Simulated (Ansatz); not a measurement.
Values for one crystal, relaxed and computed with the program Ansatz at the LDA level (PAW); other levels are named.

* **Volume per atom**: 32.91 Å³
* **Band gap**: 0.65 eV (direct)
* **Hole effective mass, band 1 of 2 at the edge**: 1.1 along x, 1.1 along z (mₑ)
* **Hole effective mass, band 2 of 2 at the edge**: 0.056 along x, 1.1 along z (mₑ)
* **Formation energy from the elements (no fitted shifts)**: -0.36 eV/atom
* **Electron effective mass**: 0.053, 0.056, 0.056 mₑ (principal values)
* **Valence-band maximum**: at Γ

Question: Pick the material that matches.
A. BaTe, rock salt
B. Ta2O5, Pmmm (Pearson symbol oP7)
C. NaF, rock salt
D. CdTe, wurtzite

Answer: D, CdTe, wurtzite

Space group P6_3mc (wurtzite). The first step of the workflow began from a Materials Project structure, measured or hypothetical; the Crystallography Open Database copy checked does not list it. It is not the phase usual at ambient conditions (space group No. 216). The cell was relaxed with LDA under the symmetry of its start; its stability against distortions is not shown here. The references are the lowest solids computed at this level, not always the standard phases. Scalar-relativistic: spin–orbit coupling is off unless named, which matters more the heavier the elements.

Potentials: the later of the program's two PAW sets.
